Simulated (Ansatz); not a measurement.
Ta3Ru:
```
Ta3Ru
1.0
    0.00000     3.21452     3.21452
    3.21452     0.00000     3.21452
    3.21452     3.21452     0.00000
Ta Ru
3 1
Direct
  0.25000   0.25000   0.25000
  0.75000   0.75000   0.75000
  0.50000   0.50000   0.50000
  0.00000   0.00000   0.00000
```

Relaxed with r²SCAN. Special points in fractions of this cell's reciprocal vectors: Γ (0.000, 0.000, 0.000); X (0.500, 0.000, 0.500); U (0.625, 0.250, 0.625); K (0.375, 0.375, 0.750); L (0.500, 0.500, 0.500); W (0.500, 0.250, 0.750).

Task: List the band energies nearest the Fermi level at these points for r²SCAN with spin–orbit coupling (plane waves, PAW; program Ansatz).

Result: In eV from the Fermi level; about four levels below and three above (degenerate sets whole), none deeper than 8.9 eV; points with the same levels are listed once.

```json
[
 {"k": "Γ", "below": "-0.14 -0.14 -0.14 -0.14 -0.01 -0.01", "above": "1.20 1.20 1.20 1.20"},
 {"k": "X", "below": "-0.33 -0.33 -0.07 -0.07", "above": "0.46 0.46 0.78 0.78"},
 {"k": "U", "below": "-0.50 -0.50 -0.26 -0.26", "above": "0.89 0.89 1.09 1.09"},
 {"k": "L", "below": "-1.48 -1.48 -1.39 -1.39", "above": "1.83 1.83 1.93 1.93"},
 {"k": "W", "below": "-0.92 -0.92 -0.73 -0.73", "above": "0.63 0.63 1.57 1.57"}
]
```

Space group Fm-3m. The workflow started from a Materials Project entry (that database holds measured and hypothetical structures alike); the Crystallography Open Database copy checked does not list it. With Ta and Ru taken as one species the cell has the higher symmetry Im-3m, so it may be an ordered model of a mixed-site phase. Its standing as an ambient phase is unchecked. The r²SCAN relaxation kept the symmetry of its start; whether a distortion lowers the energy is not shown. No spin polarisation was allowed.

Potentials: the later of the program's two PAW sets.
